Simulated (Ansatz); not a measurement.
# ZrHg: how the free axis answers a strain

ZrHg, P4/mmm, a = 3.103 Å, c = 4.253 Å. The structure is a COD entry; whether it is the stable form wasn't checked. Ansatz: PBEsol, PAW, 420 eV, Γ-centred 14×14×10 mesh on 2 atoms, Gaussian smearing 0.10 eV; no spin polarisation. Series: biaxial strain in the a-b plane, c and atoms relaxed; x is the strain in per cent. y is the change of c in per cent of 4.253 Å.

| x (%) | y (%) |
| --- | --- |
| -4.5 | 4.90 |
| -3.0 | ? |
| -1.5 | 1.66 |
| 0.0 | 0.00 |
| 1.5 | -1.84 |
| 3.0 | -3.92 |
| 4.5 | -6.08 |

Q: Fit y = c1 x + c2 x² to the other rows, say what c1 measures, and predict the missing y.

A: Least squares on the rows shown. y = −1.215 x − 0.02937 x². With no stress along c, c1 = −2C13/C33 = -1.215. At x = -3.0 the fit asked for gives 3.38 %. The run gave 3.28 %, so the fit is 0.10 % too high, within twice the rms miss on the fitted rows (0.05 %).

Spin–orbit coupling is left out, which can shift energies with elements as heavy as these.